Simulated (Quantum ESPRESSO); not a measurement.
# Rh4MoGa2Mg: input and log of a self-consistent run

Simulated, not a measurement. The program is pw.x of Quantum ESPRESSO 7.5 (plane-wave density functional theory). The cell is made up: eight metal atoms on a hexagonal close-packed lattice, with elements, volume, strain and displacements drawn at random and not relaxed, so it may be unstable or far from any real phase. PseudoDojo standard norm-conserving files set the functional (PBE unless stated); there is no spin polarisation or spin-orbit coupling, the Fermi-Dirac width of 0.25 eV means electrons at about 2900 K, and the masses in the input are unused placeholders. A spin test at this wide smearing found no moment, but such smearing suppresses magnetism that the real alloy may have.

Input:

```
&control calculation='scf', pseudo_dir='./dojo.nc.sr.pbe.v0_5.standard.upf', outdir='./o', disk_io='minimal', tprnfor=.true., tstress=.true. /
&system ibrav=0, nat=8, ntyp=4, nbnd=73, ecutwfc=87.97787729, nosym=.true., tot_charge=0,
 occupations='smearing', smearing='fd', degauss=0.0183746611
/
&electrons conv_thr=1.470e-08, electron_maxstep=70, mixing_beta=0.5 /
ATOMIC_SPECIES
Ga 1.0 Ga.upf
Mg 1.0 Mg.upf
Mo 1.0 Mo.upf
Rh 1.0 Rh.upf
CELL_PARAMETERS angstrom
0.0329 4.9871 -0.0471
2.9539 -0.0252 4.7723
2.9536 0.0632 -4.7722
ATOMIC_POSITIONS angstrom
Rh 0.1279 0.0986 -0.039
Rh 2.9983 -0.0669 -0.1896
Mo 3.0107 1.7846 -2.4919
Ga 2.9595 1.6164 2.2652
Rh 1.5948 2.4294 -0.1445
Ga 4.1803 2.5667 -0.0401
Rh 1.5203 3.9933 -2.3968
Mg 1.4097 4.1746 2.3946
K_POINTS automatic
5 5 5 1 1 1
```

The log is shortened where brackets say so; the opening notice, blank lines, dates and the lines on written files are dropped, and the path of the files is cut. It prints rydbergs, bohrs and kilobars, and counts compression as positive stress. Its total energy is the free energy E - TS of the whole cell.

```
     Program PWSCF v.7.5
     Parallel version (MPI & OpenMP), running on       4 processor cores
     Number of MPI processes:                 4
     Threads/MPI process:                     1
     [start-up lines left out]
     bravais-lattice index     =            0
     lattice parameter (alat)  =       9.4249  a.u.
     unit-cell volume          =     948.6700 (a.u.)^3
     number of atoms/cell      =            8
     number of atomic types    =            4
     number of electrons       =       118.00
     number of Kohn-Sham states=           73
     kinetic-energy cutoff     =      87.9779  Ry
     charge density cutoff     =     351.9115  Ry
     scf convergence threshold =      1.5E-08
     mixing beta               =       0.5000
     number of iterations used =            8  plain     mixing
     Exchange-correlation= PBE
                           (   1   4   3   4   0   0   0)
     [axes and pseudopotential details left out]
   Cartesian axes
     site n.     atom                  positions (alat units)
         1        Rh     tau(   1) = (   0.0256445   0.0197697  -0.0078197  )
         2        Rh     tau(   2) = (   0.6011712  -0.0134137  -0.0380156  )
         3        Mo     tau(   3) = (   0.6036575   0.3578195  -0.4996360  )
         4        Ga     tau(   4) = (   0.5933917   0.3240947   0.4541817  )
         5        Rh     tau(   5) = (   0.3197638   0.4871045  -0.0289728  )
         6        Ga     tau(   6) = (   0.8381670   0.5146337  -0.0080402  )
         7        Rh     tau(   7) = (   0.3048263   0.8006727  -0.4805681  )
         8        Mg     tau(   8) = (   0.2826505   0.8370241   0.4801270  )
     number of k points=    63  Fermi-Dirac smearing, width (Ry)=  0.0184
                       cart. coord. in units 2pi/alat
        k(    1) = (   0.1682146   0.0989055   0.0009108), wk =   0.0320000
        k(    2) = (   0.3370807   0.0968043  -0.1036230), wk =   0.0320000
     [further k points left out]
     Dense  grid:   105761 G-vectors     FFT dimensions: (  60,  64,  64)
     Estimated max dynamical RAM per process >     413.95 MB
     Estimated total dynamical RAM >       1.54 GB
     Initial potential from superposition of free atoms
     starting charge     117.9899, renormalised to     118.0000
     Starting wfcs are   73 randomized atomic wfcs
     total cpu time spent up to now is       10.5 secs
     per-process dynamical memory:   339.6 Mb
     Self-consistent Calculation
     iteration #  1     ecut=    87.98 Ry     beta= 0.50
     Davidson diagonalization with overlap
     ethr =  1.00E-02,  avg # of iterations =  5.8
     Threshold (ethr) on eigenvalues was too large:
     Diagonalizing with lowered threshold
     Davidson diagonalization with overlap
     ethr =  6.70E-04,  avg # of iterations =  1.1
     total cpu time spent up to now is       61.4 secs
     total energy              =   -1503.28432656 Ry
     estimated scf accuracy    <       0.82065427 Ry
     iteration #  2     ecut=    87.98 Ry     beta= 0.50
     Davidson diagonalization with overlap
     ethr =  6.95E-04,  avg # of iterations =  2.3
     total cpu time spent up to now is       87.7 secs
     total energy              =   -1502.69068892 Ry
     estimated scf accuracy    <       9.10889320 Ry
     iteration #  3     ecut=    87.98 Ry     beta= 0.50
     Davidson diagonalization with overlap
     ethr =  6.95E-04,  avg # of iterations =  2.0
     total cpu time spent up to now is      112.6 secs
     total energy              =   -1503.48817686 Ry
     estimated scf accuracy    <       1.57130694 Ry
     iteration #  4     ecut=    87.98 Ry     beta= 0.50
     Davidson diagonalization with overlap
     ethr =  6.95E-04,  avg # of iterations =  1.3
     total cpu time spent up to now is      133.3 secs
     total energy              =   -1503.58044241 Ry
     estimated scf accuracy    <       0.11745670 Ry
     iteration #  5     ecut=    87.98 Ry     beta= 0.50
     Davidson diagonalization with overlap
     ethr =  9.95E-05,  avg # of iterations =  2.0
     total cpu time spent up to now is      156.0 secs
     total energy              =   -1503.57928828 Ry
     estimated scf accuracy    <       0.30475469 Ry
     [iterations 6 to 10 left out]
     iteration # 11     ecut=    87.98 Ry     beta= 0.50
     Davidson diagonalization with overlap
     ethr =  5.89E-08,  avg # of iterations =  1.8
     total cpu time spent up to now is      292.9 secs
     total energy              =   -1503.60015127 Ry
     estimated scf accuracy    <       0.00000338 Ry
     iteration # 12     ecut=    87.98 Ry     beta= 0.50
     Davidson diagonalization with overlap
     ethr =  2.87E-09,  avg # of iterations =  2.0
     total cpu time spent up to now is      316.1 secs
     total energy              =   -1503.60015163 Ry
     estimated scf accuracy    <       0.00000059 Ry
     iteration # 13     ecut=    87.98 Ry     beta= 0.50
     Davidson diagonalization with overlap
     ethr =  5.03E-10,  avg # of iterations =  2.0
     total cpu time spent up to now is      336.7 secs
     total energy              =   -1503.60015169 Ry
     estimated scf accuracy    <       0.00000018 Ry
     iteration # 14     ecut=    87.98 Ry     beta= 0.50
     Davidson diagonalization with overlap
     ethr =  1.52E-10,  avg # of iterations =  1.0
     total cpu time spent up to now is      355.3 secs
     total energy              =   -1503.60015171 Ry
     estimated scf accuracy    <       0.00000002 Ry
     iteration # 15     ecut=    87.98 Ry     beta= 0.50
     Davidson diagonalization with overlap
     ethr =  1.84E-11,  avg # of iterations =  2.0
     total cpu time spent up to now is      376.2 secs
     End of self-consistent calculation
     [lines on levels left out]
!    total energy              =   -1503.60015170 Ry
     estimated scf accuracy    <          6.8E-09 Ry
     smearing contrib. (-TS)   =      -0.12919479 Ry
     internal energy E=F+TS    =   -1503.47095692 Ry
     The total energy is F=E-TS. E is the sum of the following terms:
     one-electron contribution =    -543.37641272 Ry
     hartree contribution      =     338.44560711 Ry
     xc contribution           =    -271.05354606 Ry
     ewald contribution        =   -1027.48660525 Ry
     convergence has been achieved in  15 iterations
     Forces acting on atoms (cartesian axes, Ry/au):
     atom    1 type  4   force =    -0.00932695    0.00146463    0.01576451
     atom    2 type  4   force =    -0.00825492    0.01906626    0.01712583
     atom    3 type  3   force =    -0.04499621   -0.02751929   -0.01134056
     atom    4 type  1   force =     0.00529646   -0.00741929    0.01358257
     atom    5 type  4   force =    -0.01744220    0.01341973    0.00898904
     atom    6 type  1   force =     0.02659704   -0.00755098    0.01169967
     atom    7 type  4   force =     0.01679714    0.00719868   -0.02496258
     atom    8 type  2   force =     0.03132963    0.00134025   -0.03085847
     Total force =     0.092736     Total SCF correction =     0.000277
     Computing stress (Cartesian axis) and pressure
          total   stress  (Ry/bohr**3)                   (kbar)     P=     -159.52
  -0.00102530   0.00006226  -0.00005159         -150.83        9.16       -7.59
   0.00006226  -0.00106975  -0.00003965            9.16     -157.37       -5.83
  -0.00005159  -0.00003965  -0.00115817           -7.59       -5.83     -170.37
     init_run     :      9.20s CPU      9.57s WALL (       1 calls)
     electrons    :    356.67s CPU    365.73s WALL (       1 calls)
     forces       :      2.98s CPU      2.99s WALL (       1 calls)
     stress       :     11.23s CPU     11.24s WALL (       1 calls)
     [timing details left out]
     PWSCF        :   6m21.05s CPU   6m30.62s WALL
     JOB DONE.
```

In other units: free energy -20457.522 eV for the cell, pressure -15.95 GPa, largest force component 1.157 eV/Å in size. The run took 392 s of wall time with four MPI processes on a shared machine (Intel Xeon, older, virtual cores), so the time is rough. A rerun of this cell at a higher cutoff and on a denser mesh moved values by no more than 0.004 eV in energy, 0.07 GPa in stress and 0.005 eV/Å in force, and a second program with other atomic files agreed on that cell to 2 % rms in force and 0.5 GPa in pressure.